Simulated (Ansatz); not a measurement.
SnSe$_{2}$:
```
SnSe2
1.0
    3.84059     0.00000     0.00000
   -1.92030     3.32605     0.00000
    0.00000     0.00000     6.00827
Sn Se
1 2
Direct
  0.00000   0.00000   0.00000
  0.33333   0.66667   0.26512
  0.66667   0.33333   0.73488
```

Relaxed with PBE+D3(BJ).

**Question.** Map the valence electron density (e/Å³), cut off at 1 on the plane through (0.000, 0.000, 0.000) spanned by u = [0, 0, 1] and v = [1, -1, 0] in lattice vectors, from DFT-PBE+D3(BJ) in the program Ansatz with PAW potentials.

**Answer.** x is the fraction of u, y of v (the angle between them is 90°; rows are the nearest grid lines); atoms in the plane: Sn at (0.00, 0.00), Se at (0.27, 0.33), Se at (0.73, 0.67).
```
|@@@@@=:.               .:=@@@@@|
|@@@@@=:.               .:=@@@@@|
|@@@@=:..              ..:-+@@@@|
|@@#=:..             ...::--+#@@|
|::...            ..:-=+++==--::|
|...             ..-=*%@@#*=-::.|
|.              .:-*@@@@@@@#=:..|
|.              .:=%@@@@@@@@+-..|
|.              .:+@@@@@@@@@+-..|
|.              .:-*@@@@@@@#=:..|
|                .:+#@@@@@%+-:. |
|  ....::::...    ..:-====-:... |
| ...:-====-:..    ...::::....  |
| .:-+%@@@@@#+:.                |
|..:=#@@@@@@@*-:.              .|
|..-+@@@@@@@@@+:.              .|
|..-+@@@@@@@@%=:.              .|
|..:=#@@@@@@@*-:.              .|
|.::-=*#@@%*=-..             ...|
|::--==+++=-:..            ...::|
|@@#+--::...             ..:=#@@|
|@@@@+-:..              ..:=@@@@|
|@@@@@=:.               .:=@@@@@|
|@@@@@=:.               .:=@@@@@|
```
Scale: ten equal steps from 0.010 (start of ' ') to 1.00 (end of '@'), in the order ' .:-=+*#%@'; x runs from 0.000 to 1.00, y from 0.000 (bottom) to 1.00 (top).

The density is the valence pseudo-density with augmentation charge, so density and ELF within about 1 Å of a nucleus are not all-electron values.

Space group P-3m1 (CdI2 type). The PBE+D3(BJ) relaxation kept the symmetry of its start; of distortions, only those at the zone centre were tested. Spin–orbit coupling is left out wherever it is not named.

Potentials: the later of the program's two PAW sets.
